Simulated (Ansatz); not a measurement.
Ge built on the diamond prototype, relaxed with r2SCAN: 3 runs in Ansatz, each a construction of maximally localised Wannier functions. Space group Fd-3m (No. 227), cubic; a = 5.674 Å in the conventional setting, 22.83 Å³ an atom. Around Ge lie 4 Ge at 2.46 Å. (Simulation; spin polarisation is off.)

```
Ge
1.0
     0.00000    2.83687    2.83687
     2.83687    0.00000    2.83687
     2.83687    2.83687    0.00000
Ge
2
Direct
  0.00000 0.00000 0.00000
  0.25000 0.25000 0.25000
```

Windows count from the top of the filled bands, or the Fermi level where a functional gives no gap; a dash means that no such window was set (without an outer window there is no disentanglement). Rows marked drawn have settings drawn at random (some not listed).

```tsv
functional	SCF mesh	trial orbitals	functions	mesh	window (eV)	frozen (eV)	settings	Ω total (Å²)	Ω invariant (Å²)	largest spread (Å²)	least projectability	interpolation miss of the model's filled bands (eV, to the nearest computed level)
r2SCAN	6×6×6	Ge s, Ge p	4	6×6×6	–	–	chosen	8.72	8.21	2.18	0.53	0.423
HSE06	6×6×6	Ge s, Ge p	4	6×6×6	–	–	chosen	8.52	8.03	2.13	0.54	–
PBE	6×6×6	Ge s, Ge p	4	6×6×6	-13.5 to +12.7	–	drawn	5.78	4.69	1.45	0.86	1.187
```

Spin-orbit coupling is left out.
